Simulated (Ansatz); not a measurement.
Here is the system:

ZrGe2:
```cif
data_Ge2Zr
_chemical_formula_sum 'Zr1 Ge2'
_space_group_name_H-M_alt 'P 1'
_space_group_IT_number 1
_cell_length_a 4.38324
_cell_length_b 4.38324
_cell_length_c 3.48743
_cell_angle_alpha 90.000
_cell_angle_beta 90.000
_cell_angle_gamma 120.000
loop_
_space_group_symop_operation_xyz
  'x, y, z'
loop_
_atom_site_label
_atom_site_type_symbol
_atom_site_fract_x
_atom_site_fract_y
_atom_site_fract_z
_atom_site_occupancy
Zr1 Zr 0.00000 0.00000 0.00000 1
Ge1 Ge 0.33333 0.66667 0.50000 1
Ge2 Ge 0.66667 0.33333 0.50000 1
```

This is the PBE-relaxed structure.

Task: All from the program Ansatz at the PBE level (PAW), unless another level is named. Estimate the electronic character.

Result: metallic (no gap).

Task: And the density of states at the Fermi level?

Result: 0.58 states/eV per atom (mean over ±0.08 eV).

Task: And the formation energy from the elements (no fitted shifts)?

Result: -0.12 eV/atom.

Space group P6/mmm. A made-up cell: these elements were put on the sites of a structure type; neither database checked (COD, Materials Project) lists it. COD files the formula under space group No. 63, so this cell is another polymorph or a model. Its standing as an ambient phase is unchecked. Symmetry was held in the PBE relaxation; its stability against distortions is not shown here. The run is not spin-polarised. The references are the lowest solids computed at this level, not always the standard phases. Spin–orbit coupling is left out wherever it is not named.

Potentials: the later of the program's two PAW sets.
